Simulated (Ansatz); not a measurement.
Relaxed-ion elastic tensor of SrO (rock salt, Fm-3m) in GPa (Voigt order), PBEsol (plane waves, PAW; program Ansatz); density 5.12 g/cm³, 16.80 Å³ per atom.

```
 184  48.8  48.8   0.0   0.0   0.0
48.8   184  48.8   0.0   0.0   0.0
48.8  48.8   184   0.0   0.0   0.0
 0.0   0.0   0.0  54.7   0.0   0.0
 0.0   0.0   0.0   0.0  54.7   0.0
 0.0   0.0   0.0   0.0   0.0  54.7
```

**Question.** Is the crystal mechanically stable?

**Answer.** Yes: the smallest eigenvalue of C is 54.7 GPa.

**Question.** Work out the Voigt, Reuss and Hill averages.

**Answer.** K_V = 93.8, K_R = 93.8, K_H = 93.8; G_V = 59.8, G_R = 59.2, G_H = 59.5 GPa.

**Question.** Give Young's modulus, Poisson's ratio, Pugh's ratio and the universal anisotropy index.

**Answer.** E = 9KG/(3K + G) = 147 GPa; ν = 0.24; K/G = 1.58 (brittle by the Pugh limit of 1.75); A_U = 5G_V/G_R + K_V/K_R − 6 = 0.05.

**Question.** Estimate the sound speeds and the Debye temperature.

**Answer.** v_l = √((K + 4G/3)/ρ) = 5810 m/s, v_t = √(G/ρ) = 3410 m/s, mean 3780 m/s; Θ = (h/k)(3n/4πV)^(1/3) v_m = 439 K.

**Question.** Give the Zener ratio and Young's modulus along [100], [110] and [111].

**Answer.** A = 2C44/(C11 − C12) = 0.81; 1/E = S11 − 2(S11 − S12 − S44/2)Γ with Γ = 0, 1/4, 1/3 gives 163, 143, 137 GPa.

**Question.** Solve the Christoffel equation for the three sound speeds along [100], [110], [111].

**Answer.** Eigenvalues of C_ijkl n_j n_l equal ρv². In km/s, slowest first: [100] 3.27, 3.27, 5.99; [110] 3.27, 3.63, 5.78; [111] 3.51, 3.51, 5.71.

The PBEsol relaxation kept the symmetry of its start.

Potentials: the later of the program's two PAW sets.
